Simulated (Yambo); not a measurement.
A free-standing AgI monolayer (symmetry P4/nmm, slab cell 16.7 Å high), G0W0@PBEsol in Yambo with this input:

```
rim_cut
gw0
dyson
el_el_corr
HF_and_locXC
ppa
em1d
rim_w
RandQpts= 1000000
RandGvec= 2 Ry
CUTGeo= "slab z"
EXXRLvcs= 82 Ry
VXCRLvcs= 328 Ry
Chimod= "HARTREE"
% BndsRnXp
 9 | 166 |
%
NGsBlkXp= 6 Ry
% LongDrXp
 1.0 | 1.0 | 0.0 |
%
RandGvecW= 561 mRy
PPAPntXp= 27.2114 eV
% GbndRnge
 1 | 166 |
%
GTermKind= "BG"
DysSolver= "n"
ExtendOut
```

On a 4×4×1 mesh, with wavefunctions cut at 82 Ry, the gap (Γ → Γ) is 4.043 eV and the valence edge shifts by -1.023 eV.

**Question.** What happens with this change: 82 bands in W?

**Answer.** The gap rises by 0.083 eV, to 4.126 eV; the shift of the valence edge becomes -0.917 eV. Neither run is shown to be the converged limit.

Spin-orbit coupling is not included.

Geometry relaxed with PBEsol; primitive cell a = b = 4.324 Å, c = 16.700 Å, α = β = γ = 90.00°.

This is a model layer cut from the bulk structure; whether it is stable on its own was not checked.

A shift is the quasiparticle energy of the state minus its PBEsol energy.
